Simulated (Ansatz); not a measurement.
Cu Kα1 powder pattern (kinematic, no thermal factors).
| 2θ (°) | relative intensity | assignment |
| --- | --- | --- |
| 20.87 | 32 | 1 0 0 |
| 36.57 | 100 | 1 1 1 |
| 42.48 | 23 | 2 0 0 |
| 47.78 | 1 | 2 1 0 |
| 52.68 | 14 | 2 1 1 |
| 61.64 | 29 | 2 2 0 |
| 65.83 | 5 | 3 0 0 |
| 69.89 | 1 | 3 1 0 |
| 73.84 | 17 | 3 1 1 |
| 77.72 | 1 | 2 2 2 |
| 81.55 | 6 | 3 2 0 |
| 85.33 | 3 | 3 2 1 |

The pattern is computed from a structure relaxed with DFT PBE, scalar-relativistic, plane waves, PAW in Ansatz. No spin polarisation. Its elements are Be, F.

Give the structure.

Be$_{3}$F$_{4}$.
Space group P-43m (No. 215). a = 4.253 Å, b = 4.253 Å, c = 4.253 Å, α = 90.00°, β = 90.00°, γ = 90.00°
```tsv
atom	site	symmetry	x	y	z
Be	3d	-42.m	0.0000	0.0000	0.5000
F	4e	.3m	0.7818	0.7818	0.7818
```

A pattern alone doesn't exclude other cells with like lines; this is the one computed.

The cell was found from a structure generator's guess, not taken from experiment.
